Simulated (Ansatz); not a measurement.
A geometry of Al2Cu away from equilibrium: the start of the relaxation of a relaxed Al2Cu cell stretched uniformly to 150 % of its volume. All values below come from PBEsol (plane waves to 420 eV, PAW, scalar-relativistic; Ansatz, a first-principles code). Γ-centred k-mesh 8×8×8 on the run's cell (coarser than for final values), Fermi–Dirac smearing 0.05 eV.

```xyz
6
Lattice="-3.4353 3.4353 2.7557 3.4353 -3.4353 2.7557 3.4353 3.4353 -2.7557" Properties=species:S:1:pos:R:3:forces:R:3 pbc="T T T" free_energy=-15273.325 pressure_GPa=-17.2
Al     1.0919     4.5272     0.0000    0.1006    0.1006    0.0000
Al     1.0919     2.3433     2.7557    0.1006   -0.1006    0.0000
Al     2.3433     1.0919     0.0000   -0.1006    0.1006    0.0000
Al     2.3433    -1.0919     2.7557   -0.1006   -0.1006    0.0000
Cu     0.0000     0.0000     1.3779    0.0000    0.0000    0.0000
Cu     0.0000     0.0000     4.1336    0.0000    0.0000    0.0000
```

Positions in Å, forces in eV/Å, free energy of the cell in eV (comparable only within this code, potentials and settings). Largest force: 0.14 eV/Å, on Al1, Al2, Al3, Al4 (atoms numbered as listed); the geometry lies 0.58 eV/atom above the end of its relaxation.

No spin polarisation in the result.

The run could not lose the symmetry of its start.
